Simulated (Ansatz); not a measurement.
Al₂Cu (Al2Cu type, space group I4/mcm)

```
Al2Cu
1.0
   -3.02979     3.02979     2.43726
    3.02979    -3.02979     2.43726
    3.02979     3.02979    -2.43726
Al Cu
4 2
Cartesian
  0.95908   3.98888   0.00000
  0.95908   2.07071   2.43726
  2.07071   0.95908   0.00000
  2.07071  -0.95908   2.43726
  0.00000   0.00000   1.21863
  0.00000   0.00000   3.65588
```

The volume is varied about the relaxed value V₀ at fixed cell shape. The atoms relax within the cell's symmetry.

All values below come from PBE (plane waves to 420 eV, PAW, scalar-relativistic; Ansatz, a program for electronic structure). k mesh 12×12×12 (Γ-centred), Fermi-Dirac smearing 0.05 eV. E stands for the smeared free energy. Stress and pressure are positive under compression. With the shape held, the modulus is that of even scaling; a crystal free to change shape is softer. Al2Cu is run without spin polarisation. Al2Cu was relaxed with its symmetry unable to fall. ΔE is measured from the relaxed starting cell. The last digit holds for this mesh only.

```tsv
V (Å³/atom)	ΔE (meV/atom)
12.529	163.2
12.927	107.1
13.324	64.9
13.722	34.6
14.120	14.6
14.518	3.5
14.915	0.0
15.313	3.2
15.711	withheld
16.109	25.7
16.506	43.7
16.904	65.3
17.302	90.0
```

Fit a third-order Birch-Murnaghan form (E₀, V₀, B₀, B₀′ free) to the given rows and predict ΔE at V = 15.711.

Least squares on the 12 given rows: ΔE = E₀ + (9V₀B₀/16)·y²·[2 + (B₀′ − 4)y], y = (V₀/V)^(2/3) − 1, with V₀ = 14.916 Å³/atom, B₀ = 99.31 GPa (160.2 GPa = 1 eV/Å³; the term in eV is multiplied by 1000), B₀′ = 4.52, E₀ = 0.05 meV/atom; root-mean-square residual 0.04 meV/atom. At 15.711 the fit gives 12.0 meV/atom; the calculation gives 12.0 meV/atom, the same to the digits shown. For the pressure the fit gives -4.6 GPa against the computed -4.6 GPa.

(Under strain, the slope of the energy per volume gives the stress and its curvature an elastic modulus.)
